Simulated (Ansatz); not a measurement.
## Li: an elastic constant from a strain scan

Method: DFT r2SCAN, scalar-relativistic, plane waves, PAW in Ansatz. The runs took a 500 eV cutoff, a Γ-centred 18×18×10 mesh and Gaussian smearing (0.15 eV). No spin polarisation. Energies are free energies at this smearing, counted from the undisturbed cell; pressure is positive in compression.

Reference structure (as given, not relaxed at this level; it stands at -0.2 GPa; this form isn't the usual structure):

```
CELL_PARAMETERS angstrom
3.11100 0.00000 0.00000
-1.55550 2.69421 0.00000
0.00000 0.00000 5.09300
ATOMIC_POSITIONS crystal
Li 0.33333 0.66667 0.25000
Li 0.66667 0.33333 0.75000
```

The cell is strained by ε times the Voigt pattern (0, 0, 0, 1, 0, 0) (xx, yy, zz, yz, xz, xy; engineering shear) with fractional coordinates fixed. The cell holds 2 atoms in V0 = 42.69 Å³. The stress column is τ = (1/V0) dE/dε, got from the stress tensor σ (compression positive) at each point as −det(1 + εP) σ : P(1 + εP)⁻¹, with P the pattern as a tensor.

| ε | ΔE (meV/atom) | τ (GPa) |
| --- | --- | --- |
| -0.0350 | 0.295 | -0.130 |
| -0.0300 | 0.216 | -0.110 |
| -0.0250 | 0.149 | -0.091 |
| -0.0200 | 0.095 | -0.072 |
| -0.0150 | 0.053 | -0.054 |
| -0.0100 | 0.023 | -0.036 |
| -0.0050 | 0.006 | -0.018 |
| 0.0000 | 0.000 | 0.000 |
| 0.0050 | 0.006 | 0.018 |
| 0.0100 | 0.023 | 0.036 |
| 0.0150 | 0.053 | 0.054 |
| 0.0200 | 0.095 | 0.072 |
| 0.0250 | 0.149 | 0.091 |
| 0.0300 | 0.216 | 0.110 |
| 0.0350 | 0.295 | 0.130 |
| 0.0400 | ? | ? |

Problem. Which combination of elastic constants does this scan measure, and how large is it?

Solution. For small ε, τ = τ0 + Kε with K = pᵀCp, which for this pattern is C44 in the Cartesian frame shown. The parabola through τ at ε = -0.0050, 0 and 0.0050 has slope K = 3.5 GPa at zero. The energies per cell, E = NΔE, of the wider pair ε = ±0.0300 give K = 2[E(ε₊)/ε₊ − E(ε₋)/ε₋]/[(ε₊ − ε₋)V0] = 3.6 GPa, in agreement. The start is under stress, which shifts K from the elastic constant by about the size of that stress.

Problem. Predict the withheld row at ε = 0.0400 from the harmonic law, and compare.

Solution. ΔE = V0(τ0 ε + Kε²/2)/N = 0.378 meV/atom and τ = 0.14 GPa. The calculation gives 0.389 meV/atom and 0.15 GPa, a miss of 2.8 % of the harmonic energy, so the harmonic law still holds here.

In a metal these slopes depend on the k mesh and the smearing.